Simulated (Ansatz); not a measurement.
Ansatz input

```yaml
crystal:
  lattice:
    - [3.4114637394, 0.0, 0.0]
    - [-1.7057318697, 2.9544142624, 0.0]
    - [0.0, 0.0, 10.9179720923]
  atoms:
    - { symbol: Hg, position: [1.0, 1.0, 1.0] }
    - { symbol: Hg, position: [1.0, 1.0, 0.5] }
    - { symbol: Hg, position: [0.3333333333, 0.6666666667, 0.25] }
    - { symbol: Hg, position: [0.6666666667, 0.3333333333, 0.75] }
hamiltonian:
  xc: r2scan
  pseudopotentials:
    kind: paw
    azcp:
      Hg: "pseudopotentials/Hg.paw.azcp"
basis:
  ecutwfc: 500
  fft_grid_basis: typed
kpoints:
  mp_grid: { grid: [14, 14, 4], shift: [0, 0, 0] }
magnetization:
  spin_polarized: false
scf:
  occupations: { method: fermi_dirac, width: 0.1 }
```

Output

```
Engine: ansatz 0.2.0, x86_64-unknown-linux-gnu
Pseudopotentials: kind: paw
Pseudopotential: Hg, paw, valence charge 20, recommended cutoff 500 eV (meta_gga) 
Functional definition: r2SCAN
  parameter k0 = 0.174
  parameter k1 = 0.065
  parameter a1 = 4.9479
  exchange = r2scan_x(k0 = k0, k1 = k1, a1 = a1)
  correlation = r2scan_c
Crystal: 4 atoms, lattice volume = 110.041 Å³
Basis set: ecut = 500 eV, 2799 PW (Γ), exchange–correlation on 100×100×320 points (64 copies of the dense FFT grid, shifted against one another)
Bands: 46, of which v1, the nominal top of the filled ones, is band 40 counted from 1 (39 counted from 0)
Symmetry: 24 space group operations
Space group: P63/mmc (ITA 194), of the structure as read, at distance tolerance 4.8e-5 Å
k-points: 72 of 784
Non-local potential: Hg, projectors of the file, l = 0: 3, l = 1: 2, l = 2: 2, l = 3: 1
PAW form: soft (Blöchl's): semilocal exchange-correlation on the pseudo side does not see the compensation charge
PAW frozen core: Hg, regenerated for the run's functional (the file was generated under x = pbe(κ = 0.804, μ = 0.2195149727645171), c = pbe(β = 0.06672455060314922))
PAW one-centre angular grid: Hg, 590 points (default); XC on 160 Gauss nodes
Initial density: superposition of atomic densities (neutral atoms: chi_scale 0, normalization atom), corrected by the library's trained network
Initial wavefunctions: pseudopotential atomic-orbital guess
Functional: x = r2scan, c = r2scan; τ floored in thin density (d = 2e-4 eV/Å³)
SCF iter   1: F=—  HF=-55311.311652 eV  |F-HF|=—  |Δ(HF+E_count)|=         —  Δρ=8.30e-3  dr2=1.03e-1  dr2_τ=3.58e-3  ethr=1.77e-3  ⟨swp⟩=6.3  Hψ=11305  notcnv=0  defer=8
SCF iter   2: F=—  HF=-55311.292486 eV  |F-HF|=—  |Δ(HF+E_count)|=   1.92e-2  Δρ=4.39e-3  dr2=3.01e-2  dr2_τ=1.26e-3  ethr=1.28e-4  ⟨swp⟩=1.6  Hψ=4953  notcnv=0  defer=13
SCF iter   3: F=—  HF=-55311.286892 eV  |F-HF|=—  |Δ(HF+E_count)|=   5.59e-3  Δρ=1.17e-3  dr2=1.51e-3  dr2_τ=7.79e-5  ethr=3.76e-5  ⟨swp⟩=2.0  Hψ=4870  notcnv=0  defer=13
SCF iter   4: F=—  HF=-55311.287356 eV  |F-HF|=—  |Δ(HF+E_count)|=   4.64e-4  Δρ=2.62e-4  dr2=5.76e-5  dr2_τ=3.53e-6  ethr=1.88e-6  ⟨swp⟩=2.1  Hψ=4911  notcnv=0  defer=13
SCF iter   5: F=—  HF=-55311.287422 eV  |F-HF|=—  |Δ(HF+E_count)|=   6.51e-5  Δρ=7.11e-5  dr2=5.74e-6  dr2_τ=5.32e-7  ethr=7.20e-8  ⟨swp⟩=2.0  Hψ=5003  notcnv=0  defer=13
SCF iter   6: F=—  HF=-55311.287423 eV  |F-HF|=—  |Δ(HF+E_count)|=   9.14e-7  Δρ=1.70e-5  dr2=4.23e-7  dr2_τ=5.13e-8  ethr=7.18e-9  ⟨swp⟩=2.0  Hψ=5003  notcnv=0  defer=13
SCF iter   7: F=-55311.287423 eV  HF=-55311.287423 eV  |F-HF|=4.69e-9  |Δ(HF+E_count)|=   1.39e-7  Δρ=4.57e-6  dr2=5.16e-8  dr2_τ=1.56e-9  ethr=1.25e-10  ⟨swp⟩=3.0  Hψ=7217  notcnv=0
SCF 1 converged in 7 iterations: F = -55311.287423 eV  dr2 = 5.16e-8
SCF converged after 7 iterations
Free energy (F): -55311.287423 eV
Harris-Foulkes:  -55311.287423 eV  (|F-HF|=4.69e-9)
Internal energy: -55311.269291 eV  (E = F + TS)
E sigma→0 (E₀):  -55311.278357 eV
Entropy (-TS):   -0.018131 eV (-4.533 meV/atom)
Fermi energy:    11.603823 eV
--- Per-component energies (eV) ---
  E_band       = -1828.813884
  E_kinetic    = 2421.626353
  E_local      = -10954.855110  (includes V_loc(G=0)·N_el)
  E_nonlocal   = 296.745304
  E_hartree    = 4670.645480
  E_xc         = -833.290646
  E_vxc        = -1160.709488  (∫ρ·V_xc dr)
  E_paw        = -39890.694156  (= ΣΔE_a)
  E_vpaw       = -1854.117426  (= ΣTr[D̂ρ^β])
  E_aug_tail   = 0.001504  (compensation charges beyond the density's cutoff)
  E_vtau       = 81.204671  (kinetic-family band-sum trace: ∫τ·v_τ [+ j·A + Jᵃ·Aᵃ] dr)
  E_ewald      = -11020.852309
  E_core_change = -0.595711  (= ΣΔE_core)
  E_smearing   = -0.018131  (= −TS)
  E_closure    = -0.000000  (closes the sum)
  Σ components = -55311.287423   (vs F -55311.287423, Δ=0.00e0)
```

Command:

```sh
ansatz run input.yaml --threads 1 --pin off --max-ram 3584MiB --backend cpu --events-out ev --progress --plain --runs-dir out
```

On 1 thread of Intel(R) Xeon(R) Platinum 8259CL CPU @ 2.50GHz (Skylake/Cascade Lake) (shared host) this took about 40 s of wall time and 40 s of CPU time.
